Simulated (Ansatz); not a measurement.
# P (bcc): energy against volume

These are results of DFT, PBEsol, plane waves (420 eV) with PAW, scalar-relativistic in Ansatz, not measurements. The PAW files were generated under PBE, with cores re-solved for the functional.

The cell is scaled uniformly from the relaxed one, with fractional coordinates and shape fixed. Energies are extrapolated to zero smearing, pressures are those at the given smearing. Magnetic state: spin not included.

A Birch-Murnaghan fit gives V₀ = 13.67 Å³/atom, B₀ = 108 GPa, B₀′ = 3.9.

Task: What are the energy above the minimum and the pressure at 12.048 Å³/atom?

Result: 80.1 meV/atom and 17.85 GPa as computed.

Task: What are the energy above the minimum and the pressure at 12.596 Å³/atom?

Result: 32.5 meV/atom and 10.50 GPa as computed.

Task: What are the energy above the minimum and the pressure at 14.786 Å³/atom?

Result: 26.8 meV/atom and -7.31 GPa as computed.
